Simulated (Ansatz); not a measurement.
CrO2 (rutile, space group No. 136) at seven volumes, plane-wave PAW PBEsol (Ansatz code), shape and atoms relaxed at each. One row is withheld.

```json
[
 {"V (Å³/atom)": "8.450", "P (GPa)": "30.16"},
 {"V (Å³/atom)": "8.729", "P (GPa)": "18.35"},
 {"V (Å³/atom)": "9.007", "P (GPa)": "8.40"},
 {"V (Å³/atom)": "9.286", "P (GPa)": "0.00"},
 {"V (Å³/atom)": "9.564", "P (GPa)": "?"},
 {"V (Å³/atom)": "9.843", "P (GPa)": "-12.84"},
 {"V (Å³/atom)": "10.122", "P (GPa)": "-17.58"}
]
```

Question: Fit the shown pressures and predict the withheld one.

Answer: P = (3/2)B₀(x^(7/2) − x^(5/2))[1 + (3/4)(B′ − 4)(x − 1)] with x = (V₀/V)^(2/3). Least squares on the six rows gives V₀ = 9.287 Å³/atom, B₀ = 253 GPa, B′ = 4.92. At V = 9.564, x = 0.9806 and P = -6.92 GPa. The run itself gave -7.02 GPa.

Space group P4_2/mnm (rutile). The cell was relaxed with PBEsol under the symmetry of its start. The final state is ferromagnetic, chosen from 5 collinear starts compared on coarse meshes (ties went to the first, and starts can fall back to one state), not a proven ground state. Textbook magnetic order: ferromagnetic. No Hubbard U is applied.

Potentials: the later of the program's two PAW sets.
